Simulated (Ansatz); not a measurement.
SrCdSiS4:
```yaml
crystal:
  lattice:
    - [0.00000, 5.14505, -3.21266]
    - [0.00000, 5.14505, 3.21266]
    - [10.47260, 0.00000, 0.00000]
  atoms:
    - { symbol: Sr, position: [0.00201, 0.99799, 0.00000] }
    - { symbol: Sr, position: [0.00201, 0.99799, 0.50000] }
    - { symbol: Cd, position: [0.39689, 0.27703, 0.75000] }
    - { symbol: Cd, position: [0.72297, 0.60311, 0.25000] }
    - { symbol: Si, position: [0.72945, 0.70860, 0.75000] }
    - { symbol: Si, position: [0.29140, 0.27055, 0.25000] }
    - { symbol: S, position: [0.08313, 0.46187, 0.41492] }
    - { symbol: S, position: [0.53813, 0.91687, 0.58508] }
    - { symbol: S, position: [0.08313, 0.46187, 0.08508] }
    - { symbol: S, position: [0.53813, 0.91687, 0.91492] }
    - { symbol: S, position: [0.08523, 0.71209, 0.75000] }
    - { symbol: S, position: [0.28791, 0.91477, 0.25000] }
    - { symbol: S, position: [0.80597, 0.33071, 0.75000] }
    - { symbol: S, position: [0.66929, 0.19403, 0.25000] }
```

Relaxed with PBE.

Question: Give the Bader charges and basin volumes of the independent atoms, PBE in the plane-wave PAW code Ansatz.

Answer: 

| atom | Bader charge (e) | Bader volume (Å³) |
|---|---|---|
| Sr1 | +1.55 | 20.1 |
| Cd3 | +0.87 | 20.7 |
| Si5 | +2.53 | 6.5 |
| S7 | -1.24 | 32.0 |
| S11 | -1.20 | 28.4 |
| S13 | -1.28 | 31.9 |

Space group Ama2. The workflow started from an entry of the Crystallography Open Database (COD, 293 K). Its standing as an ambient phase is unchecked. Symmetry was held in the PBE relaxation; whether a distortion lowers the energy is not shown.

Potentials: the later of the program's two PAW sets.
